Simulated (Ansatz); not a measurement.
CuCl:
```xyz
2
Lattice="0.0000 2.6039 2.6039 2.6039 0.0000 2.6039 2.6039 2.6039 0.0000" Properties=species:S:1:pos:R:3 pbc="T T T"
Cu     0.0000     0.0000     0.0000
Cl     3.9058     3.9058     3.9058
```

Cartesian axes are those of the cell as given.

### Question
Give the proper piezoelectric stress tensor with relaxed ions from LDA in the plane-wave PAW code Ansatz.

### Answer
In C/m², rows x, y, z, Voigt columns; mesh uncertainty up to 0.01.
```
 0.00   0.00   0.00  -0.41   0.00   0.00
 0.00   0.00   0.00   0.00  -0.41   0.00
 0.00   0.00   0.00   0.00   0.00  -0.41
```

The elastic tensor of the same run (GPa):

```
      1     2     3     4     5     6
-  ----  ----  ----  ----  ----  ----
1  83.7  69.7  69.7   0.0   0.0   0.0
2  69.7  83.7  69.7   0.0   0.0   0.0
3  69.7  69.7  83.7   0.0   0.0   0.0
4   0.0   0.0   0.0  18.1   0.0   0.0
5   0.0   0.0   0.0   0.0  18.1   0.0
6   0.0   0.0   0.0   0.0   0.0  18.1
```

### Question
Convert to strain constants d = e·S.

### Answer
In pC/N:
```
  0.0    0.0    0.0  -22.7    0.0    0.0
  0.0    0.0    0.0    0.0  -22.7    0.0
  0.0    0.0    0.0    0.0    0.0  -22.7
```

Space group F-43m (zinc blende). Symmetry was held in the LDA relaxation; phonons on a q-mesh show no instability. No spin polarisation was allowed.

Potentials: the later of the program's two PAW sets.
